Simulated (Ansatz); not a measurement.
Hf₂CuSb₃:
```cif
data_CuHf2Sb3
_chemical_formula_sum 'Sb3 Cu1 Hf2'
_space_group_name_H-M_alt 'P 1'
_space_group_IT_number 1
_cell_length_a 3.90123
_cell_length_b 3.90123
_cell_length_c 8.55639
_cell_angle_alpha 90.000
_cell_angle_beta 90.000
_cell_angle_gamma 90.000
loop_
_space_group_symop_operation_xyz
  'x, y, z'
loop_
_atom_site_label
_atom_site_type_symbol
_atom_site_fract_x
_atom_site_fract_y
_atom_site_fract_z
_atom_site_occupancy
Sb1 Sb 0.50000 0.50000 0.00000 1
Cu1 Cu 0.00000 0.00000 0.00000 1
Hf1 Hf 0.00000 0.50000 0.73652 1
Hf2 Hf 0.50000 0.00000 0.26348 1
Sb2 Sb 0.00000 0.50000 0.37595 1
Sb3 Sb 0.50000 0.00000 0.62405 1
```

Relaxed with r²SCAN.

Tabulate the valence density and the electron localisation function along the shortest Sb–Cu contact (2.76 Å), plane-wave PAW r²SCAN (Ansatz code).



| distance from Sb (Å) | density (e/Å³) | ELF |
|---|---|---|
| 0.28 | 14.77 | 0.00 |
| 0.41 | 8.53 | 0.01 |
| 0.55 | 4.16 | 0.08 |
| 0.69 | 1.91 | 0.20 |
| 0.83 | 0.98 | 0.30 |
| 0.97 | 0.61 | 0.35 |
| 1.10 | 0.44 | 0.41 |
| 1.24 | 0.35 | 0.48 |
| 1.38 | 0.30 | 0.46 |
| 1.52 | 0.29 | 0.34 |
| 1.66 | 0.32 | 0.21 |
| 1.79 | 0.44 | 0.17 |
| 1.93 | 0.86 | 0.17 |
| 2.07 | 2.14 | 0.21 |
| 2.21 | 5.65 | 0.29 |
| 2.34 | 14.91 | 0.49 |
| 2.48 | 33.88 | 0.75 |

The density is the valence pseudo-density with augmentation charge, so density and ELF within about 1 Å of a nucleus are not all-electron values.

Space group P-4m2. The workflow started from an entry of the Crystallography Open Database (COD). Its standing as an ambient phase is unchecked. The cell was relaxed with r²SCAN under the symmetry of its start; its stability against distortions is not shown here. No spin polarisation was allowed. Spin–orbit coupling is left out wherever it is not named.

Potentials: the later of the program's two PAW sets.
